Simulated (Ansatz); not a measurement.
GaSb (zinc blende)

Space group F-43m (No. 216); a = b = c = 6.134 Å, α = β = γ = 90.00°

```
atom  site  symmetry       x       y       z
----  ----  --------  ------  ------  ------
Sb      4c      -43m  0.2500  0.2500  0.2500
Ga      4a      -43m  0.0000  0.0000  0.0000
```
(The calculation used a cell of 2 atoms; values per cell refer to that cell.)

Grid over V/V₀ and (c/a)/(c/a)₀, subscript 0 meaning the relaxed cell; the conventional c axis lies along z; no internal relaxation.

Method: r2SCAN (plane waves to 500 eV, PAW, scalar-relativistic; Ansatz, a program for electronic structure). k mesh 13×13×13 (Γ-centred), Fermi-Dirac smearing 0.05 eV. Compression counts positive. GaSb was relaxed with its symmetry unable to fall. Spin-orbit coupling is left out, though Sb is heavy. The PAW data are Ansatz's earlier set. 

| P (GPa) | V/V₀ = 0.920 | V/V₀ = 0.960 | V/V₀ = 1.000 | V/V₀ = 1.040 | V/V₀ = 1.080 |
|---|---|---|---|---|---|
| (c/a)/(c/a)₀ = 0.880 | (withheld) | 2.15 | (withheld) | (withheld) | -3.47 |
| (c/a)/(c/a)₀ = 0.940 | 5.32 | (withheld) | -0.03 | -1.91 | -3.41 |
| (c/a)/(c/a)₀ = 1.000 | 5.39 | 2.39 | 0.00 | -1.89 | -3.39 |
| (c/a)/(c/a)₀ = 1.060 | 5.34 | (withheld) | -0.02 | -1.90 | -3.40 |
| (c/a)/(c/a)₀ = 1.120 | 5.23 | 2.28 | -0.05 | -1.91 | -3.39 |

### Question
Some entries are withheld; supply them.

### Answer

- (c/a)/(c/a)₀ = 0.880, V/V₀ = 0.920: 5.07
- (c/a)/(c/a)₀ = 0.880, V/V₀ = 1.000: -0.17
- (c/a)/(c/a)₀ = 0.880, V/V₀ = 1.040: -2.01
- (c/a)/(c/a)₀ = 0.940, V/V₀ = 0.960: 2.34
- (c/a)/(c/a)₀ = 1.060, V/V₀ = 0.960: 2.35

(A scan under strain: stresses follow from slopes of the energy per volume, elastic moduli from its curvatures.)
